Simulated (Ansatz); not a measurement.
BIr in space group P-6m2 (No. 187; B on 1b, Ir on 1e) at seven volumes, plane-wave PAW LDA (Ansatz code), shape and atoms relaxed at each. One row is withheld.

```
V (Å³/atom)  P (GPa)
-----------  -------
9.523          39.19
9.837          23.91
10.151         10.96
10.465          0.00
10.779         -9.28
11.093        -17.13
11.407             ?
```

Question: Fit the shown pressures and predict the withheld one.

Answer: Third-order Birch–Murnaghan: P = (3/2)B₀(x^(7/2) − x^(5/2))[1 + (3/4)(B′ − 4)(x − 1)] with x = (V₀/V)^(2/3). Least squares on the six rows gives V₀ = 10.465 Å³/atom, B₀ = 335.5 GPa, B′ = 4.52. At V = 11.407, x = 0.9442 and P = -23.81 GPa. The run itself gave -23.74 GPa.

The workflow started from a Materials Project entry (that database holds measured and hypothetical structures alike); the Crystallography Open Database copy checked does not list it. Its standing as an ambient phase is unchecked. The LDA relaxation kept the symmetry of its start. At this level the phase is mechanically unstable. The run is not spin-polarised. Spin–orbit coupling is left out wherever it is not named.

Potentials: the later of the program's two PAW sets.
